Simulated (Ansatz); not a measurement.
The cell is COD entry 4343790, as deposited and not checked against the literature; nothing was relaxed.

An input for YSn$_{3}$: DFT, PBEsol, PAW with Ansatz's default frozen-core files, scalar-relativistic (Ansatz 0.2.0). The PAW files were made with PBE; their cores are remade for this functional.

Command: `ansatz run input.yaml --threads 1 --pin off --max-ram 4096MiB --backend cpu --events-out ev --progress --plain --runs-dir out` The run took 16 s on 1 thread of Intel(R) Xeon(R) 6975P-C (Granite Rapids) (shared host), peak memory 0.55 GiB.

```yaml
crystal:
  lattice:
    - [4.666, 0.0, 0.0]
    - [0.0, 4.666, 0.0]
    - [0.0, 0.0, 4.666]
  atoms:
    - { symbol: "Y", position: [0.0, 0.0, 0.0] }
    - { symbol: Sn, position: [0.0, 0.5, 0.5] }
    - { symbol: Sn, position: [0.5, 0.0, 0.5] }
    - { symbol: Sn, position: [0.5, 0.5, 0.0] }
kpoints:
  mp_grid: { grid: [8, 8, 8] }
  band_path:
    path:
      - [0.0, 0.0, 0.0]
      - [0.0, 0.5, 0.0]
      - [0.5, 0.5, 0.0]
      - [0.0, 0.0, 0.0]
      - [0.5, 0.5, 0.5]
      - [0.0, 0.5, 0.0]
      - [0.5, 0.5, 0.5]
      - [0.5, 0.5, 0.0]
    npoints: 14
scf:
  occupations: { method: fermi_dirac, width: 0.05 }
hamiltonian:
  xc: pbesol
  pseudopotentials: { kind: paw }
output:
  forces: true
  stress: true
  eigenvalues: true
  efg: { contact_densities: true }
  populations: true
  bader: true
  dos: { projected: true, de: 0.2, e_range: [-14, 8] }
  write_density: true
  write_potential: true
  elf: true
  volumetric_format: npy
```

Set-up and iterations as logged by Ansatz (the results part is left out, to be predicted):

```
Engine: ansatz 0.2.0
Pseudopotentials: kind: paw
Pseudopotential: Y, paw, valence charge 11, recommended cutoff 420 eV (normal)
Pseudopotential: Sn, paw, valence charge 14, recommended cutoff 420 eV (normal)
Functional definition: PBEsol
  exchange = pbesol_x
  correlation = pbesol_c
Crystal: 4 atoms, lattice volume = 101.586 Å³
Basis set: ecut = 420 eV, 1935 PW (Γ), exchange–correlation on 64×64×64 points (8 copies of the dense FFT grid, shifted against one another)
Bands: 32, of which v1, the nominal top of the filled ones, is band 27 counted from 1 (26 counted from 0)
Symmetry: 48 space group operations
Space group: Pm-3m (ITA 221), of the structure as read, at distance tolerance 4.7e-5 Å
k-points: 35 of 512
Non-local potential: Y, projectors of the file, l = 0: 3, l = 1: 2, l = 2: 2, l = 3: 1
Non-local potential: Sn, projectors of the file, l = 0: 2, l = 1: 2, l = 2: 2, l = 3: 2
PAW form: soft (Blöchl's): semilocal exchange-correlation on the pseudo side does not see the compensation charge
PAW frozen core: Y, regenerated for the run's functional, and the local potential with it (the file was generated under x = pbe(κ = 0.804, μ = 0.2195149727645171), c = pbe(β = 0.06672455060314922))
PAW frozen core: Sn, regenerated for the run's functional, and the local potential with it (the file was generated under x = pbe(κ = 0.804, μ = 0.2195149727645171), c = pbe(β = 0.06672455060314922))
PAW one-centre angular grid: Y, 590 points (default); XC on 64 Gauss nodes
PAW one-centre angular grid: Sn, 590 points (default); XC on 64 Gauss nodes
Initial density: superposition of atomic densities (neutral atoms: chi_scale 0, normalization atom), corrected by the library's trained network
Initial wavefunctions: pseudopotential atomic-orbital guess
Functional: x = pbesol(κ = 0.804, μ = 0.12345679012345678), c = pbesol(β = 0.046)
SCF iter   1: F=—  HF=-21646.434207 eV  |F-HF|=—  |Δ(HF+E_count)|=         —  Δρ=3.39e-3  dr2=1.24e-2  ethr=1.77e-3  ⟨swp⟩=6.2  Hψ=4684  notcnv=0
SCF iter   2: F=—  HF=-21646.431425 eV  |F-HF|=—  |Δ(HF+E_count)|=   2.78e-3  Δρ=1.65e-3  dr2=4.02e-3  ethr=2.33e-5  ⟨swp⟩=2.5  Hψ=1995  notcnv=0
SCF iter   3: F=—  HF=-21646.430329 eV  |F-HF|=—  |Δ(HF+E_count)|=   1.10e-3  Δρ=2.36e-4  dr2=1.24e-4  ethr=7.58e-6  ⟨swp⟩=2.9  Hψ=1964  notcnv=0
SCF iter   4: F=—  HF=-21646.430303 eV  |F-HF|=—  |Δ(HF+E_count)|=   2.58e-5  Δρ=7.88e-5  dr2=1.17e-5  ethr=2.33e-7  ⟨swp⟩=2.0  Hψ=1332  notcnv=0
SCF iter   5: F=—  HF=-21646.430290 eV  |F-HF|=—  |Δ(HF+E_count)|=   1.37e-5  Δρ=1.91e-5  dr2=5.40e-7  ethr=2.21e-8  ⟨swp⟩=2.0  Hψ=1365  notcnv=0
SCF iter   6: F=-21646.430290 eV  HF=-21646.430290 eV  |F-HF|=1.53e-10  |Δ(HF+E_count)|=   7.27e-8  Δρ=3.46e-6  dr2=1.22e-8  ethr=1.89e-10  ⟨swp⟩=11.2  Hψ=7583  notcnv=0
```

Spin polarisation is left out, and whether a magnetic state lies lower isn't shown here.

**Question.** What pressure will this run report?

**Answer.** -0.84 GPa (positive in compression).

**Question.** Is there a band gap?

**Answer.** none: with an odd electron count and no spin polarisation the bands can't all be full, a metal in this set-up (in compounds, spin order or a distortion in a larger cell can open a gap).
